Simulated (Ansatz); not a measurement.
**CuTe (Pmmn): electronic heat capacity and spin susceptibility from the density of states**

Method: DFT r2SCAN, scalar-relativistic, plane waves, PAW in Ansatz 0.2.0.

Settings: cutoff 500 eV, Γ-centred mesh 12×10×6 on the computed 4-atom cell, Gaussian smearing of 0.10 eV; no spin polarisation.

Relaxed cell: Pmmn, a = 3.262 Å, b = 3.995 Å, c = 7.370 Å, α = 90.00°, β = 90.00°, γ = 90.00°, 4 atoms in the primitive cell. Whether it is the stable form of this composition wasn't checked.

The density of states at the Fermi level is 1.394 states/eV in the cell of 4 atoms (2 formula units; both spins, tetrahedra on a 18×15×9 mesh).

What Sommerfeld coefficient and Pauli susceptibility does this give?

Per formula unit N(E_F) = 0.697 states/eV. γ = (π²/3) k_B² N(E_F) N_A = 2.357 mJ/(mol K²) per state/eV, so γ = 1.6 mJ/(mol K²), a mole of formula units. χ_P = μ_B² N(E_F) N_A = 3.23×10⁻⁵ emu/mol per state/eV gives 2.3×10⁻⁵ emu/mol. This is the bare band result: a measured γ of the same phase is as a rule larger by a factor 1 + λ from phonons and spin fluctuations, the spin part of χ is larger by the Stoner factor, and a measured χ also holds orbital and core terms. N(E_F) at one energy is sensitive to the mesh where the density of states has sharp peaks.

Spin-orbit coupling is left out, which matters for the bands of heavy elements. The cell holds layers, and where no dispersion correction was added their binding is poorly described.